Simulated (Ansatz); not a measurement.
# Surface calculation: fcc Ca (100), 3 layers

The slab is cut from the fcc crystal, the stable phase, as relaxed on PAW files (42.17 Å³/atom), with 20 Å of vacuum and a dipole correction:

```yaml
crystal:
  lattice:
    - [3.90706, 0.00000, 0.00000]
    - [0.00000, 3.90706, 0.00000]
    - [0.00000, 0.00000, 25.52540]
  atoms:
    - { symbol: Ca, position: [0.00000, 0.00000, 0.39177] }
    - { symbol: Ca, position: [0.50000, 0.50000, 0.50000] }
    - { symbol: Ca, position: [0.00000, 0.00000, 0.60823] }
```

Level of theory: DFT with PBE, scalar-relativistic, in Ansatz 0.2.0; a Γ-centred 9×9×1 k mesh, Fermi–Dirac smearing of 0.08 eV, no spin polarisation. LAPW: all electrons, basis error target 1 meV/atom; PAW: frozen-core files, cutoff 420 eV.

The bulk energy comes from a cell in the slab's orientation on a 9×9×7 mesh. The surface energy is (E(slab) − N·E(bulk))/2A at zero smearing, the mean of both faces; thin slabs carry quantum-size effects.

The cell is 1×1, so reconstructions are forbidden, and in slabs of four or five layers the relaxations can be far larger than at a real surface.

**Question.** As cut, the LAPW slab lies 0.878 eV above 3 atoms of bulk. What surface energy is that?

**Answer.** Over two faces of 15.27 Å² it is 28.8 meV/Å², and times 16.02 J/m² per eV/Å² that gives γ = 0.461 J/m².

```
method  γ as cut (J/m²)  γ relaxed (J/m²)  Φ as cut (eV)  Φ relaxed (eV)
  LAPW            0.461             0.457           2.74            2.75
```

**Question.** How do the spacings between the planes relax?

**Answer.** From the bottom face up: d12 -3.0 % of 2.763 Å, d23 -3.0 % of 2.763 Å.

**Question.** What changes if the images along the normal are cut off in place of the dipole correction?

**Answer.** LAPW then gives: no gap, work function 2.75 eV; PAW: no gap, work function 2.75 eV.

**Question.** A field of 0.1 V/Å is applied along the normal, atoms held. What follows?

**Answer.** LAPW finds an induced dipole of 0.0868 e·Å a cell (PAW 0.0868), that is 10.29 Å for 4πα over the area, against 5.36 Å between the outer atoms.

**Question.** A 2p core hole is made on one atom of each kind in every 1×1 cell (PAW hole dataset, neutral cell, valence without spin). What does it cost by layer?

**Answer.** layer 1 345.77 eV, layer 2 345.29 eV. Shifts between layers mean more than the absolute values, and a whole layer of holes screens otherwise than one hole.

**Question.** In the relaxed 1×1 cell, replace the outer, then the middle Ca by Sc, which changes a whole layer. What shift does this Z+1 picture give?

**Answer.** E(outer) − E(middle) = +0.57 eV by LAPW and +0.57 eV by PAW; a positive value puts the surface line at higher binding energy.
